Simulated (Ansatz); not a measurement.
Computed with DFT PBE, scalar-relativistic, plane waves, PAW (Ansatz 0.2.0). The screen uses 420 eV, coarse Γ-centred meshes (up to 0.6 Å⁻¹ on the start cell), Gaussian smearing of 0.2 eV, tolerances of 0.08 eV/Å and 0.8 GPa and 16 steps at most, with the symmetry of each start kept. No spin polarisation. Energies are free energies per atom, good to about 0.1 eV/atom between metallic cells, end volumes are rough, and groups of ends are read at 0.1 Å.

Four unrelaxed guesses for In₄Ru:

A.

```cif
data_structure
_symmetry_space_group_name_H-M 'P4/mmm'
_symmetry_Int_Tables_number 123
_cell_length_a 3.9764
_cell_length_b 3.9764
_cell_length_c 8.8158
_cell_angle_alpha 90.000
_cell_angle_beta 90.000
_cell_angle_gamma 90.000
_cell_volume 139.39
loop_
_atom_site_label
_atom_site_type_symbol
_atom_site_symmetry_multiplicity
_atom_site_Wyckoff_symbol
_atom_site_fract_x
_atom_site_fract_y
_atom_site_fract_z
_atom_site_occupancy
In1 In 1 b 0.00000 0.00000 0.50000 1
In2 In 2 g 0.00000 0.00000 0.75263 1
In3 In 1 a 0.00000 0.00000 0.00000 1
Ru1 Ru 1 c 0.50000 0.50000 0.00000 1
```

B.

```cif
data_structure
_symmetry_space_group_name_H-M 'F-43m'
_symmetry_Int_Tables_number 216
_cell_length_a 8.2605
_cell_length_b 8.2605
_cell_length_c 8.2605
_cell_angle_alpha 90.000
_cell_angle_beta 90.000
_cell_angle_gamma 90.000
_cell_volume 563.66
loop_
_atom_site_label
_atom_site_type_symbol
_atom_site_symmetry_multiplicity
_atom_site_Wyckoff_symbol
_atom_site_fract_x
_atom_site_fract_y
_atom_site_fract_z
_atom_site_occupancy
In1 In 16 e 0.36411 0.13589 0.86411 1
Ru1 Ru 4 c 0.25000 0.25000 0.25000 1
```

C.

```cif
data_structure
_symmetry_space_group_name_H-M 'I4/mmm'
_symmetry_Int_Tables_number 139
_cell_length_a 6.2498
_cell_length_b 6.2498
_cell_length_c 7.0195
_cell_angle_alpha 90.000
_cell_angle_beta 90.000
_cell_angle_gamma 90.000
_cell_volume 274.18
loop_
_atom_site_label
_atom_site_type_symbol
_atom_site_symmetry_multiplicity
_atom_site_Wyckoff_symbol
_atom_site_fract_x
_atom_site_fract_y
_atom_site_fract_z
_atom_site_occupancy
In1 In 8 f 0.25000 0.25000 0.25000 1
Ru1 Ru 2 a 0.00000 0.00000 0.00000 1
```

D.

```cif
data_structure
_symmetry_space_group_name_H-M 'I4/mmm'
_symmetry_Int_Tables_number 139
_cell_length_a 5.8893
_cell_length_b 5.8893
_cell_length_c 7.5252
_cell_angle_alpha 90.000
_cell_angle_beta 90.000
_cell_angle_gamma 90.000
_cell_volume 261.01
loop_
_atom_site_label
_atom_site_type_symbol
_atom_site_symmetry_multiplicity
_atom_site_Wyckoff_symbol
_atom_site_fract_x
_atom_site_fract_y
_atom_site_fract_z
_atom_site_occupancy
In1 In 8 h 0.28127 0.28127 0.50000 1
Ru1 Ru 2 b 0.00000 0.00000 0.50000 1
```

Question: Which guess ends lowest, and in what structure?

Answer: C: its symmetry rises from I4/mmm to Im-3m. Around In lie 2 Ru at 2.72 Å and 6 In at 3.14 Å; around Ru lie 8 In at 2.72 Å.

| guess | start group | E start (eV/atom) | end group | E end (eV/atom) | V start (Å³/atom) | V end (Å³/atom) |
| --- | --- | --- | --- | --- | --- | --- |
| A | P4/mmm | 2.27 | P4/mmm | 0.63 | 27.9 | 32.1 |
| B | F-43m | 1.06 | F-43m | 0.77 | 28.2 | 26.1 |
| C | I4/mmm | 0.09 | Im-3m | 0.00 | 27.4 | 24.8 |
| D | I4/mmm | 1.22 | I4/mmm | 0.41 | 26.1 | 26.2 |

Energies count from the lowest end of the screen. Some types were kept out of the candidates beforehand, so the set may lack a known form.
